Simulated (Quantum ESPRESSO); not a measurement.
Band energies of Cu

```
CELL_PARAMETERS angstrom
      2.53410     0.00000     0.00000
     -1.26705     2.19459     0.00000
      0.00000     0.00000     4.11257
ATOMIC_POSITIONS crystal
  Cu 0.33333 0.66667 0.25000
  Cu 0.66667 0.33333 0.75000
```

norm-conserving PBEsol (Quantum ESPRESSO, 92 Ry, without SOC); path ΓMKΓALHA,LM,KH; energies in eV from the Fermi level.

```
k (1/Å)  point  band 15  band 16  band 17  band 18  band 19  band 20  band 21  band 22
-------  -----  -------  -------  -------  -------  -------  -------  -------  -------
0.00         Γ    -2.80    -2.51    -2.51    -1.69    -1.69    -1.18     3.96    21.50
0.55              -2.62    -2.61    -2.60    -2.43    -1.61     1.65     4.31    13.03
1.10              -2.88    -1.79    -1.70    -1.54    -1.42     4.21     5.80     6.95
1.43         M    -2.77    -1.61    -1.53    -1.50    -0.03     1.56     7.83     8.23
1.67              -2.74    -1.60    -1.59    -1.57     0.28     1.73     8.12     8.46
2.26         K    -2.55    -1.79    -1.79    -1.69     2.96     3.37     3.37    10.39
2.36              -2.57    -1.86    -1.72    -1.69     2.10     3.86     3.88    10.08
2.88              -2.81    -2.30    -1.76    -1.63    -1.24     5.34     5.70     8.51
3.39              -2.73    -2.63    -2.52    -2.42    -1.63     1.43     4.27    14.80
3.91         Γ    -2.80    -2.51    -2.51    -1.69    -1.69    -1.18     3.96    21.50
4.57              -3.04    -3.04    -2.02    -2.02    -1.85    -1.85    11.06    14.59
4.67         A    -3.08    -3.08    -1.93    -1.93    -1.93    -1.93    12.79    12.79
5.08              -2.88    -2.88    -1.95    -1.95    -1.76    -1.76    13.29    13.29
5.60              -2.47    -2.47    -1.82    -1.82    -1.18    -1.18     9.55     9.55
6.11         L    -1.91    -1.91    -1.54    -1.54     0.34     0.34     4.94     4.94
6.73              -2.44    -2.44    -1.65    -1.65     3.04     3.04     5.54     5.54
6.93         H    -2.50    -2.50    -1.67    -1.67     4.01     4.01     5.57     5.57
7.21              -2.51    -2.51    -1.61    -1.61     2.05     2.05     7.22     7.22
7.67              -2.53    -2.53    -1.65    -1.65    -0.98    -0.98    11.79    11.79
8.13              -2.83    -2.83    -1.95    -1.95    -1.72    -1.72    13.42    13.42
8.59         A    -3.08    -3.08    -1.93    -1.93    -1.93    -1.93    12.79    12.79
8.59         L    -1.91    -1.91    -1.54    -1.54     0.34     0.34     4.94     4.94
9.13              -2.35    -1.66    -1.57    -1.50    -0.13     1.49     6.92     7.17
9.35         M    -2.77    -1.61    -1.53    -1.50    -0.03     1.56     7.83     8.23
9.35         K    -2.55    -1.79    -1.79    -1.69     2.96     3.37     3.37    10.39
9.54              -2.56    -1.79    -1.77    -1.77     3.16     3.44     3.44     9.54
10.11        H    -2.50    -2.50    -1.67    -1.67     4.01     4.01     5.57     5.57
```

A metal at this level: along this path bands 19, 20 cross the Fermi level.

Geometry of the Materials Project entry, not relaxed at this level.

This is not the ordinary phase of the substance; no match was found in the copy of COD used, and its stability was not checked.
